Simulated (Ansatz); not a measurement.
MoP:
```cif
data_MoP
_chemical_formula_sum 'Mo1 P1'
_space_group_name_H-M_alt 'P-6m2'
_space_group_IT_number 187
_space_group_name_Hall 'P -6 2'
_cell_length_a 3.24137
_cell_length_b 3.24137
_cell_length_c 3.19397
_cell_angle_alpha 90.000
_cell_angle_beta 90.000
_cell_angle_gamma 120.000
loop_
_atom_site_label
_atom_site_type_symbol
_atom_site_symmetry_multiplicity
_atom_site_Wyckoff_symbol
_atom_site_fract_x
_atom_site_fract_y
_atom_site_fract_z
_atom_site_occupancy
Mo1 Mo 1 a 0.00000 0.00000 0.00000 1
P1 P 1 d 0.33333 0.66667 0.50000 1
```

Relaxed with PBE.

### Question
Which orbitals make up the states near the Fermi level in DFT-PBE in the program Ansatz with PAW potentials?

### Answer
Within 0.5 eV of the Fermi level: Mo 4d 86 %, P 3p 10 %. Projections are on Löwdin-orthogonalised atomic valence shells; empty p or d shells of many metals are not among them.

### Question
Tabulate the density of states.

### Answer
States/eV per cell of 2 atoms, in 0.25 eV bins, energy from the Fermi level.

```tsv
E (eV)	total	Mo 4d	P 3p	P 3s
-7.85	0.00	0.00	0.00	0.00
-7.60	0.03	0.01	0.02	0.00
-7.35	0.07	0.01	0.04	0.00
-7.10	0.24	0.05	0.15	0.01
-6.85	0.62	0.16	0.37	0.02
-6.60	1.14	0.37	0.64	0.03
-6.35	1.81	0.66	0.99	0.03
-6.10	1.81	0.69	0.97	0.03
-5.85	0.81	0.33	0.41	0.02
-5.60	0.88	0.37	0.46	0.02
-5.35	0.85	0.35	0.44	0.02
-5.10	1.09	0.42	0.59	0.03
-4.85	1.24	0.49	0.67	0.03
-4.60	1.54	0.67	0.77	0.02
-4.35	1.33	0.67	0.59	0.02
-4.10	1.54	0.77	0.70	0.02
-3.85	1.96	0.92	0.95	0.02
-3.60	2.26	1.11	1.06	0.02
-3.35	2.01	1.14	0.79	0.02
-3.10	1.40	0.86	0.50	0.01
-2.85	1.28	0.81	0.45	0.00
-2.60	0.15	0.09	0.05	0.00
-2.35	0.77	0.53	0.21	0.00
-2.10	2.66	2.14	0.33	0.02
-1.85	1.92	1.51	0.26	0.02
-1.60	1.59	1.23	0.23	0.01
-1.35	1.10	0.85	0.16	0.01
-1.10	0.46	0.38	0.05	0.00
-0.85	0.50	0.45	0.03	0.00
-0.60	0.90	0.81	0.05	0.00
-0.35	1.16	1.04	0.07	0.01
-0.10	0.93	0.81	0.08	0.01
0.15	0.70	0.58	0.08	0.01
0.40	0.59	0.46	0.09	0.01
0.65	0.71	0.54	0.11	0.02
0.90	0.88	0.65	0.15	0.03
1.15	1.21	0.88	0.21	0.06
1.40	2.22	1.62	0.33	0.13
1.65	3.14	2.37	0.45	0.15
1.90	2.16	1.48	0.43	0.11
2.15	1.28	0.83	0.28	0.07
2.40	0.81	0.49	0.20	0.06
2.65	1.21	0.62	0.36	0.13
2.90	1.48	0.75	0.38	0.23
3.15	1.81	0.89	0.46	0.30
3.40	1.54	0.70	0.48	0.18
3.65	1.11	0.47	0.43	0.08
3.90	0.91	0.35	0.42	0.03
4.15	1.00	0.38	0.47	0.02
4.40	1.27	0.48	0.59	0.02
4.65	1.17	0.42	0.48	0.02
```

The cell was relaxed with PBE under the symmetry of its start; of distortions, only those at the zone centre were tested. The run is not spin-polarised. Scalar-relativistic: spin–orbit coupling is off unless named, which matters more the heavier the elements.

Potentials: the later of the program's two PAW sets.
